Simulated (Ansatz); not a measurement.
CuLaTe₂ as one 4-atom ordering (R-3m) on the rocksalt lattice, relaxed with r2SCAN in the plane-wave code Ansatz. It is trigonal, R-3m (No. 166); conventional cell a = 4.476 Å, c = 20.249 Å, 29.27 Å³ an atom. Cu is surrounded by 6 Te at 2.97 Å; La is surrounded by 6 Te at 3.21 Å; Te is surrounded by 3 Cu at 2.97 Å and 3 La at 3.21 Å.

The axes x, y and z are those of this cell:
```
CELL_PARAMETERS angstrom
2.23787 1.29204 6.74954
-2.23787 1.29204 6.74954
0.00000 -2.58407 6.74954
ATOMIC_POSITIONS crystal
Cu 0.00000 0.00000 0.00000
La 0.50000 0.50000 0.50000
Te 0.26089 0.26089 0.26089
Te 0.73911 0.73911 0.73911
```

Unstrained: With PBE the valence top lies at k = (0.279, -1/2, -0.279) and the conduction bottom at F, 0.783 eV higher; the smallest vertical gap, at k = (0.577, 0, 0.423), is 1.235 eV. With r2SCAN the valence top lies at k = (0.279, -1/2, -0.279) and the conduction bottom at F, 1.008 eV higher; the smallest vertical gap, at F, is 1.458 eV. The HSE06 gap is indirect, 1.328 eV (Γ to F), below the direct gap of 2.050 eV at k = (0.577, 0, 0.423). Meshes: PBE 6×6×6, r2SCAN 6×6×6, HSE06 4×4×4. Strains are changes of length per length. After each strain the atoms were relaxed again with r2SCAN within the symmetry that the strain leaves, so tilts or polar shifts that break it weren't tested; points keep the names that they have in the unstrained zone. The cell comes from a prototype generator: it can be a known phase or a hypothetical one. Spin polarisation is off.

Question: Estimate what uniaxial +5.0 % along z, other directions held does to the gap.

Answer: PBE: the gap goes from 0.783 to 0.707 eV (-0.076 eV); the edges go from (0.279, -1/2, -0.279) → F to T → F. r2SCAN: the gap goes from 1.008 to 0.928 eV (-0.080 eV); the edges go from (0.279, -1/2, -0.279) → F to T → F. HSE06: the gap goes from 1.328 to 1.363 eV (+0.035 eV); the edges move from Γ → F to T → F. The r2SCAN energy rises by 15.8 meV an atom.

Question: Apply epitaxial -3.0 % in the xy plane, free normal strain +2.95 %. How far does the gap move, against the unstrained cell?

Answer: PBE: the gap goes from 0.783 to 0.475 eV (-0.308 eV); the edges go from (0.279, -1/2, -0.279) → F to T → F. r2SCAN: the gap goes from 1.008 to 0.684 eV (-0.324 eV); the edges go from (0.279, -1/2, -0.279) → F to T → F. HSE06: the gap goes from 1.328 to 1.063 eV (-0.265 eV); the edges move from Γ → F to T → F. The r2SCAN energy rises by 13.5 meV an atom.

Question: Apply uniaxial -2.0 % along x, other directions held. How far does the gap move, against the unstrained cell?

Answer: PBE: the gap goes from 0.783 to 0.641 eV (-0.142 eV); the F points, equivalent before, split by 64 meV, and the conduction bottom lies at those like (1/2, 1/2, 0); the edges go from (0.279, -1/2, -0.279) → F to (0.268, 0.487, -0.292) → F. r2SCAN: the gap goes from 1.008 to 0.863 eV (-0.145 eV); the F points, equivalent before, split by 60 meV, and the conduction bottom lies at those like (1/2, 1/2, 0); the edges go from (0.279, -1/2, -0.279) → F to T → F. HSE06: the gap goes from 1.328 to 1.228 eV (-0.100 eV); the F points, equivalent before, split by 55 meV, and the conduction bottom lies at those like (1/2, 1/2, 0). The r2SCAN energy rises by 2.5 meV an atom.

Question: Apply epitaxial -1.0 % in the xy plane, free normal strain +1.01 %. How far does the gap move, against the unstrained cell?

Answer: PBE: the gap goes from 0.783 to 0.707 eV (-0.076 eV); the edges go from (0.279, -1/2, -0.279) → F to (0.281, -1/2, -0.281) → F. r2SCAN: the gap goes from 1.008 to 0.929 eV (-0.079 eV); the edges go from (0.279, -1/2, -0.279) → F to T → F. HSE06: the gap goes from 1.328 to 1.305 eV (-0.023 eV). The r2SCAN energy rises by 1.4 meV an atom.

No spin-orbit coupling is included; it can move band edges with weight on the heavy atoms by tenths of an eV.

Where an edge lies off the special points, it is a point of the mesh or the k point where a search put PBE's edge or least direct gap, reused for the other functionals, whose own edges may lie a little apart.

Coordinates of k points refer to the reciprocal vectors of the primitive cell of the runs.
